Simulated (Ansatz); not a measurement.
## Calculated 41K NMR of the central transition for K₂Se₂O₇

Cell: a computed structure from the Materials Project (it need not be an observed phase).

Space group C2/c (No. 15); a = 12.8292, b = 7.5414, c = 7.4904 Å, β = 93.41°.

```csv
site,Wyckoff,site symmetry,x,y,z
K,8f,1,0.6463,0.1473,0.3648
Se,8f,1,0.6060,0.6792,0.3711
O9,8f,1,0.5547,0.7995,0.5239
O13,8f,1,0.6618,0.8029,0.2260
O17,8f,1,0.1755,0.0115,0.4432
O21,4e,2,0.5000,0.5648,0.2500
```

One atom of each set is listed; the run and its k-mesh use a cell of 22 atoms with edges of 7.44, 7.44, 7.49 Å.

The numbers come from a DFT calculation in Ansatz (PBE, plane waves and PAW, scalar-relativistic, 420 eV cutoff, Γ-centred 4×4×3 k-points, Fermi–Dirac smearing 0.02 eV).

41K has I = 3/2 and Q = 73.40 mb (Pyykkö 2018); at 35.2 T its Larmor frequency is ν₀ = 38.4 MHz. Only the quadrupole interaction is simulated: positions count from each site's isotropic chemical shift, and J coupling is left out, as are shift anisotropy and dipolar coupling, which fast spinning averages.

Q: What does the 41K spectrum (fast magic-angle spinning) show for each site?

A: 

```
site                             first shell  C_Q (MHz)     η  P_Q (MHz)  δ_QIS (ppm)  breadth (kHz)
   K  8 O at 2.73–3.14 Å; also 1 O at 3.50 Å      -1.59  0.88       1.78        -53.7           4.62
```

δ_QIS = −(ν_Q²/30ν₀²)[I(I+1) − 3/4](1 + η²/3) × 10⁶ ppm with ν_Q = 3|C_Q|/[2I(2I−1)]; it falls as 1/B₀² in ppm, and the breadth as 1/B₀ in kHz.

The largest force is 0.5 eV/Å, so the atoms aren't at the calculated equilibrium and relaxing them would move these values.
